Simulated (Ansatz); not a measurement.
**Question.** Name crystals whose computed values (r²SCAN in the plane-wave PAW code Ansatz) fall in these windows: HSE06 gap (eV) 1.7 to 2.0; gap (eV) 1.1 to 1.4; B₀ by P(V) fit (GPa) 21 to 26.

**Answer.** 

```csv
crystal,HSE06 gap (eV),gap (eV),B₀ by P(V) fit (GPa)
"Rb2P2Pd, Cmcm (Rb on 4c, Rb on 4c, P on 8g, Pd on 4a)",1.89,1.25,23.0
```
Others may fit too.

Standing as an ambient phase not checked: Rb2P2Pd, Cmcm (Rb on 4c, Rb on 4c, P on 8g, Pd on 4a). The cell was relaxed under the symmetry of its start. Rows with no word on spin ran without spin polarisation. Spin–orbit coupling is left out wherever it is not named.

Potentials: the later of the program's two PAW sets.
